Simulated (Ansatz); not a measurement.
K2NaRhF6 (space group Fm-3m)

```
K2NaRhF6
1.0
    0.00000     4.17521     4.17521
    4.17521     0.00000     4.17521
    4.17521     4.17521     0.00000
K Na Rh F
2 1 1 6
Direct
  0.75000   0.75000   0.75000
  0.25000   0.25000   0.25000
  0.50000   0.50000   0.50000
  0.00000   0.00000   0.00000
  0.76387   0.23613   0.23613
  0.23613   0.76387   0.76387
  0.23613   0.76387   0.23613
  0.76387   0.23613   0.76387
  0.23613   0.23613   0.76387
  0.76387   0.76387   0.23613
```

The slice is a {100} plane (indices of the conventional cell) through the point (0.000, 0.000, 0.000) (fractional), spanned by u = [100] and v = [0 1 -1] in vectors of this cell: u (5.90 Å) and v (5.90 Å, at 90° to u). It covers one period; positions are fractions (u, v).

These are PBEsol (plane waves to 420 eV, PAW, scalar-relativistic; Ansatz, an electronic-structure program) values and carry that method's errors. k mesh 7×7×7. Near the nuclei the fields are pseudised (PAW); where an atom keeps semicore shells as valence, they peak there. K2NaRhF6 is run without spin polarisation and with no Hubbard U. K2NaRhF6 was relaxed with its symmetry unable to fall.

Three fields on this plane, each scaled to ten steps between its own extremes (0 low, 9 high; the total valence density on a logarithmic scale, the potential cut 8 eV below its top; x marks points blanked near nuclei; v = 0 in the bottom row):

Map A
```
|xxxx976543211000112345679xxx|
|xxxx877665421000124566778xxx|
|xxx888xx8754211124578xx888xx|
|9988xxxxxx753212357xxxxxx889|
|7778xxxxxxx6422246xxxxxxx877|
|667xxxxxxxx6432346xxxxxxxx76|
|456xxxxxxxx6432346xxxxxxxx65|
|4468xxxxxxx6432346xxxxxxx864|
|3357xxxxxx754333457xxxxxx753|
|22457xxxx76556665567xxxx7542|
|112456666555xxxxx55566665421|
|01123444445xxxxxxx5444443211|
|00012233335xxxxxxx5333322100|
|00011222236xxxxxxx6322221100|
|00012233335xxxxxxx5333322100|
|01123444445xxxxxxx5444443211|
|112456666555xxxxx55566665421|
|22457xxxx76556665567xxxx7542|
|3357xxxxxx754333457xxxxxx753|
|4468xxxxxxx6432346xxxxxxx864|
|456xxxxxxxx6432346xxxxxxxx65|
|667xxxxxxxx6432346xxxxxxxx76|
|7778xxxxxxx6422246xxxxxxx877|
|9988xxxxxx753212357xxxxxx889|
|xxx888xx8754211124578xx888xx|
|xxxx877665421000124566778xxx|
|xxxx976543211000112345679xxx|
|xxxx976443210000012344679xxx|
```

Map B
```
|xxxx004799999989999997400xxx|
|xxxx004789999999999987400xxx|
|xxx001xx8899999999988xx100xx|
|0000xxxxxx999999999xxxxxx000|
|0001xxxxxxx9999999xxxxxxx100|
|444xxxxxxxx9999999xxxxxxxx44|
|876xxxxxxxx8988898xxxxxxxx67|
|9987xxxxxxx7776777xxxxxxx789|
|9999xxxxxx765444567xxxxxx999|
|99999xxxx65420002456xxxx9999|
|999999887641xxxxx14678899999|
|99999998752xxxxxxx2578999999|
|89999998740xxxxxxx0478999999|
|88999998740xxxxxxx0478999998|
|89999998740xxxxxxx0478999999|
|99999998752xxxxxxx2578999999|
|999999887641xxxxx14678899999|
|99999xxxx65420002456xxxx9999|
|9999xxxxxx765444567xxxxxx999|
|9987xxxxxxx7776777xxxxxxx789|
|876xxxxxxxx8988898xxxxxxxx67|
|444xxxxxxxx9999999xxxxxxxx44|
|0001xxxxxxx9999999xxxxxxx100|
|0000xxxxxx999999999xxxxxx000|
|xxx001xx8899999999988xx100xx|
|xxxx004789999999999987400xxx|
|xxxx004799999989999997400xxx|
|xxxx004799999888999997400xxx|
```

Map C
```
|xxxx521110000000000011125xxx|
|xxxx113444310000013444311xxx|
|xxx126xx9974100014799xx621xx|
|7412xxxxxx972000279xxxxxx214|
|3216xxxxxxx8400048xxxxxxx612|
|113xxxxxxxx9400049xxxxxxxx31|
|014xxxxxxxx8300038xxxxxxxx41|
|0149xxxxxxx6100016xxxxxxx941|
|0049xxxxxx720000027xxxxxx940|
|00379xxxx72002320027xxxx9730|
|001478986200xxxxx00268987410|
|00012443100xxxxxxx0013442100|
|00000000002xxxxxxx2000000000|
|00000000003xxxxxxx3000000000|
|00000000002xxxxxxx2000000000|
|00012443100xxxxxxx0013442100|
|001478986200xxxxx00268987410|
|00379xxxx72002320027xxxx9730|
|0049xxxxxx720000027xxxxxx940|
|0149xxxxxxx6100016xxxxxxx941|
|014xxxxxxxx8300038xxxxxxxx41|
|113xxxxxxxx9400049xxxxxxxx31|
|3216xxxxxxx8400048xxxxxxx612|
|7412xxxxxx972000279xxxxxx214|
|xxx126xx9974100014799xx621xx|
|xxxx113444310000013444311xxx|
|xxxx521110000000000011125xxx|
|xxxx731000000000000000137xxx|
```

### Question
Assign the maps to these fields: electron localisation function (ELF); valence electron density; electrostatic potential energy of an electron, from the cell's mean.

### Answer
A is the valence electron density; B is the electrostatic potential energy of an electron, from the cell's mean; C is the electron localisation function (ELF).
